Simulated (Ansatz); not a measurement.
**What settings do to one calculation: diamond alloy of Si and C (1 of 16 Si sites exchanged), 16 atoms with displaced atoms**

Ansatz (PAW, plane waves), atoms fixed. The base input:

```yaml
crystal:
  lattice:
    - [10.527361, 0.000000, 0.000000]
    - [0.000000, 5.263681, 0.000000]
    - [0.000000, 0.000000, 5.263681]
  atoms:
    - { symbol: Si, position: [0.002110, 0.986764, 0.992838] }
    - { symbol: Si, position: [0.500907, 0.984916, 0.985926] }
    - { symbol: Si, position: [0.125748, 0.243683, 0.260169] }
    - { symbol: Si, position: [0.637284, 0.269831, 0.248334] }
    - { symbol: Si, position: [0.246694, 0.493294, 0.006972] }
    - { symbol: Si, position: [0.753413, 0.504843, 0.013298] }
    - { symbol: Si, position: [0.383918, 0.731579, 0.254590] }
    - { symbol: Si, position: [0.872900, 0.740627, 0.230207] }
    - { symbol: Si, position: [0.748283, 0.002389, 0.483530] }
    - { symbol: Si, position: [0.382204, 0.254545, 0.734749] }
    - { symbol: Si, position: [0.866526, 0.250958, 0.752699] }
    - { symbol: Si, position: [0.014003, 0.498375, 0.494195] }
    - { symbol: Si, position: [0.505812, 0.507954, 0.500924] }
    - { symbol: Si, position: [0.129176, 0.727911, 0.744722] }
    - { symbol: Si, position: [0.623633, 0.744934, 0.763427] }
    - { symbol: C, position: [0.257387, 0.997686, 0.468205] }
kpoints:
  mp_grid: { grid: [2, 2, 2], shift: [0.5, 0.5, 0.5] }
hamiltonian:
  xc: pbesol
scf:
  occupations: { method: fermi_dirac, width: 0.01 }
output:
  forces: true
  eigenvalues: true
  stress: true
  populations: true
```

Command:

```sh
ansatz run in.yaml --threads 7 --pin off --max-ram 13300MiB --runs-dir r --events-out ev --progress --plain
```

It converged in 6 iterations and 1.2 s of wall time on 7 threads of a Neoverse-V2 processor, on a host shared with other runs; peak host memory 0.72 GiB; largest force component 3.43 eV/Å, pressure 6.72 GPa. The cutoff was the default, 420 eV. The base isn't a converged reference: it has few k points, and its atoms are unrelaxed. Each run below changes the keys shown and caps the iterations.

```tsv
run	changed	ending	iterations	free energy less the base (meV per atom)	rms change of forces (eV/Å)	change of pressure (GPa)	wall time (s, shared host)
1	dispersion d4, initial_magnetization 8, max_iter 100	converged	16	other zero	0.128	-1.14	3.7 CPU
2	max_iter 50, total_charge -2	converged	9	other zero	0.423	-3.69	1.1 CPU
3	mixing algorithm msr1, ecutrho_ratio 8, max_iter 100	converged	7	0.0	0.000	0.00	1.1 CPU
4	max_iter 4	not converged	–	–	–	–	–
5	occupations methfessel_paxton, max_iter 90	converged	6	0.0	0.000	0.00	0.9 CPU
6	accuracy high, max_iter 50	converged	8	0.0	0.000	0.00	1.2 CPU
7	n_extra_bands 60, max_iter 90, k points a 2×2×1 mesh centred on Γ	converged	7	-4.0	0.406	-0.19	0.9 CPU
8	dispersion rvv10, ecutwfc 800 eV, xc_grid 3 (2 is the default), max_iter 100	refused	–	–	–	–	–
```

«Other zero»: another functional, charge or dispersion term moves the zero of energy, so the difference says nothing of accuracy.

Problem. Which changes leave the result alone, and which of the same physical model moves the forces most?

Solution. The forces move by under 0.002 eV/Å in runs 3, 5, 6. Run 7 (n_extra_bands 60, max_iter 90, k points a 2×2×1 mesh centred on Γ) moves them most among the runs with the same functional, charge and dispersion term, by 0.406 eV/Å.

Problem. Why did some runs give no result?

Solution. - run 4: did not converge after 4 iterations: dr2 = 2.10e-5 (threshold 1.00e-7), under the density mixer `msr1`, which `scf.mixing.algorithm: auto` chose by the deck's other keys (type `scf.mixing.algorithm: msr1` to keep it);
- run 8: inconsistent input (hamiltonian.dispersion, hamiltonian.xc): `dispersion: rvv10` has no transferable b for PBE exchange — Sabatini et al. (2013) fitted b=6.3 to rPW86, and the PBE refits of Peng & Perdew (2017) are task-dependent (b=6.6 S22 / b=10.0 layered). …
